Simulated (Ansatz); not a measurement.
LaOF (space group R-3m)

```xyz
6
Lattice="2.0066 1.1585 6.6892 -2.0066 1.1585 6.6892 0.0000 -2.3170 6.6892" Properties=species:S:1:pos:R:3 pbc="T T T"
La     0.0000     0.0000    14.8854
La     0.0000     0.0000     5.1823
O      0.0000     0.0000    12.5043
O      0.0000     0.0000     7.5634
F      0.0000     0.0000    17.4793
F      0.0000     0.0000     2.5884
```

The slice is a (1 -1 0 2) plane (indices of the conventional cell) through the point (0.871, 0.871, 0.871) (fractional), spanned by u = [1 0 -1] and v = [010] in vectors of this cell: u (4.01 Å) and v (7.08 Å, at 90° to u). It covers one period; positions are fractions (u, v).

These are PBEsol (plane waves to 420 eV, PAW, scalar-relativistic; Ansatz, a program for electronic structure) values and carry that method's errors. k mesh 10×10×10. Near the nuclei the fields are pseudised (PAW); where an atom keeps semicore shells as valence, they peak there. LaOF is run without spin polarisation. LaOF was relaxed with its symmetry unable to fall.

Around which element is the density of the lowest conduction band (whole band as if filled, smooth part) largest on this plane?

O. Mean over a disc round each atom, of radius 0.45 times the shortest bond: O 0.014, F 0.004 e/Å³.

Around which element is the density of the highest valence band (whole band, smooth part) largest on this plane?

O. Mean over a disc round each atom, of radius 0.45 times the shortest bond: O 0.136, F 0.004 e/Å³.

Sketch the valence electron density on this plane as a map.


```
|@@@@##**==::..          ..::==**##@@|
|%%##**++--::..          ..::--++**##|
|****++==::..              ..::==++**|
|====----::..              ..::----==|
|----::::..                  ..::::--|
|----::::..                  ..::::--|
|==----::::..              ..::::----|
|++====--::....          ....::--====|
|++++++==--::..............::--==++++|
|****++==----::::::::::::::----==++**|
|****++++==------======------==++++**|
|****++====--====++++++====--====++**|
|++++++======++****##****++======++++|
|++++========++##%%%%%%##++========++|
|====------==**##%%@@%%##**==------==|
|::::::::--==**##%%@@%%##**==--::::::|
|....::::--==++##%%%%%%##++==--::::..|
|......::::--++****##****++--::::....|
|  ......::--====++++++====--::......|
|    ......::--==========--::......  |
|    ......::----======----::......  |
|    ......::--==========--::......  |
|    ....::--==++++++++++==--::....  |
|    ....::==++++******++++==::....  |
|......::--==++**********++==--::....|
|......::--==++**********++==--::....|
|--::::::--==++++******++++==--::::::|
|====--------==++++++++++==--------==|
|****++==----====++++++====----==++**|
|%%##**++==------======------==++**##|
|@@@@##**==--::::::::::::::--==**##@@|
|@@@@%%**==--::..........::--==**%%@@|
```
Scale: ten equal steps from -1.67 (start of ' ') to 1.15 (end of '@'), in the order ' .:-=+*#%@'. Values: log₁₀ of the valence density in e/Å³. The map has 18 points along u (two characters each, u = 0 at the left) and 32 along v (v = 0 in the bottom row). The scale is logarithmic, as a density can span decades between atoms and voids.
